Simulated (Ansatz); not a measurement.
The cell below belongs to a search over invented structures; it isn't taken from experiment.

Input and command of a plane-wave DFT calculation in Ansatz:

```yaml
crystal:
  lattice:
    - [-1.9855691544, 1.9855691544, 6.0846300632]
    - [1.9855691544, -1.9855691544, 6.0846300632]
    - [1.9855691544, 1.9855691544, -6.0846300632]
  atoms:
    - { symbol: La, position: [0.13071171, 0.13071171, 0.0] }
    - { symbol: Al, position: [0.8793086558, 0.3793086558, 0.5] }
    - { symbol: Al, position: [0.3793086558, 0.8793086558, 0.5] }
    - { symbol: Al, position: [0.7259826631, 0.7259826631, 0.0] }
    - { symbol: "N", position: [0.391476674, 0.391476674, 0.0] }
    - { symbol: "N", position: [0.9083284311, 0.9083284311, 0.0] }
basis:
  ecutwfc: 420
kpoints:
  mp_grid: { grid: [12, 12, 12] }
  band_path:
    path:
      - [[0.0, 0.0, 0.0], [0.0, 0.0, 0.5], [0.25, 0.25, 0.25], [0.0, 0.5, 0.0], [0.0, 0.0, 0.0], [0.5, 0.5, -0.5], [0.27662206, 0.72337794, -0.27662206]]
      - [[-0.27662206, 0.27662206, 0.27662206], [0.0, 0.0, 0.0]]
      - [[0.0, 0.0, 0.5], [-0.05324412, 0.05324412, 0.5]]
      - [[0.5, 0.5, -0.05324412], [0.5, 0.5, -0.5]]
    npoints: 10
hamiltonian:
  xc: pbe
scf:
  occupations: { method: gaussian, width: 0.1 }
output:
  forces: true
  stress: true
  eigenvalues: true
  populations: true
  dos: { projected: true, de: 0.02 }
  bader: false
  write_density: true
  write_potential: true
  elf: true
  volumetric_format: npy
magnetization:
  noncollinear: true
  spin_orbit: true
```

```bash
ansatz run input.yaml --threads 1 --pin off --max-ram 2560MiB --backend cpu --events-out ev --progress --plain --runs-dir out
```

Processor: Arm Neoverse V2, 1 thread, on a host shared with other jobs.

How long does it run, and how much memory does it take?

About 7.9 min, peak memory 1.3 GiB. It solves 42 bands at 163 k points (after reduction by symmetry) with about 1905 plane waves, in 11 SCF iterations.
